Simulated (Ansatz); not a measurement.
Kick test of a cell of Sc₂SiF₂

It was reached by relaxing an invented guess, and it needn't be the stable form of this composition.

All numbers below come from DFT PBE, scalar-relativistic, plane waves, PAW in Ansatz. Cutoff 420 eV; k points 12×12×4 on the computed 10-atom cell (Γ-centred); Gaussian smearing, width 0.10 eV; no spin polarisation.

The cell below (10 atoms, space group P6_3/mmc (No. 194)) is relaxed within its symmetry.

```xyz
10
Lattice="3.7367 0.0000 0.0000 -1.8683 3.2361 0.0000 0.0000 0.0000 12.9995" Properties=species:S:1:pos:R:3 pbc="T T T"
Sc    1.8683    1.0787   11.3914
Sc    0.0000    2.1574    1.6080
Sc    0.0000    2.1574    4.8917
Sc    1.8683    1.0787    8.1078
Si    0.0000    0.0000    3.2499
Si    0.0000    0.0000    9.7496
F     1.8683    1.0787    0.7007
F     0.0000    2.1574   12.2988
F     0.0000    2.1574    7.2005
F     1.8683    1.0787    5.7990
```

For the test it was strained at random (σ = 1.5 % a component), the atoms were moved at random (σ = 0.10 Å), and all was relaxed again on a coarse 6×6×2 mesh (in the run’s order of axes) with 0.20 eV smearing, with no symmetry imposed.

Question: What happens?

Answer: It returns, within 1 meV/atom of the unmoved cell on that mesh and with the same symmetry when read at 0.1 Å (Cmcm at 0.01 Å, so small strains and shifts remain). No instability shows in this cell; modes of other wave vectors, which need another repeat, aren't tested.
